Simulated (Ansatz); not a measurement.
K2NaInF6:
```xyz
10
Lattice="0.0000 4.2906 4.2906 4.2906 0.0000 4.2906 4.2906 4.2906 0.0000" Properties=species:S:1:pos:R:3 pbc="T T T"
K      6.4359     6.4359     6.4359
K      2.1453     2.1453     2.1453
Na     4.2906     4.2906     4.2906
In     0.0000     0.0000     0.0000
F      2.0712     4.2906     4.2906
F      6.5100     4.2906     4.2906
F      4.2906     2.0712     4.2906
F      4.2906     6.5100     4.2906
F      4.2906     4.2906     2.0712
F      4.2906     4.2906     6.5100
```

Cartesian axes are those of the cell as given.

### Question
Give the high-frequency dielectric tensor and the Born effective charge tensors of the independent atoms from DFPT, PBEsol in the plane-wave PAW code Ansatz.

### Answer

ε∞:
```
2.09  0.00  0.00
0.00  2.09  0.00
0.00  0.00  2.09
```
Z* of atom 1 (K), rows: field, columns: displacement, in e:
```
1.18  0.00  0.00
0.00  1.18  0.00
0.00  0.00  1.18
```
Z* of atom 3 (Na), rows: field, columns: displacement, in e:
```
1.12  0.00  0.00
0.00  1.12  0.00
0.00  0.00  1.12
```
Z* of atom 4 (In), rows: field, columns: displacement, in e:
```
2.76  0.00  0.00
0.00  2.76  0.00
0.00  0.00  2.76
```
Z* of atom 5 (F), rows: field, columns: displacement, in e:
```
-1.37   0.00   0.00
 0.00  -0.88   0.00
 0.00   0.00  -0.88
```

Static charges for comparison (Bader): K1 +0.90, Na3 +0.89, In4 +2.05, F5 -0.79 e. Born charges measure polarisation by displacement and can exceed these by far.

Space group Fm-3m. The first step of the workflow began from a Materials Project structure, measured or hypothetical; the Crystallography Open Database copy checked does not list it. Whether it is the stable phase at ambient conditions was not checked. The cell was relaxed with PBEsol under the symmetry of its start; its stability against distortions is not shown here. Scalar-relativistic: spin–orbit coupling is off unless named, which matters more the heavier the elements.

Potentials: the later of the program's two PAW sets.
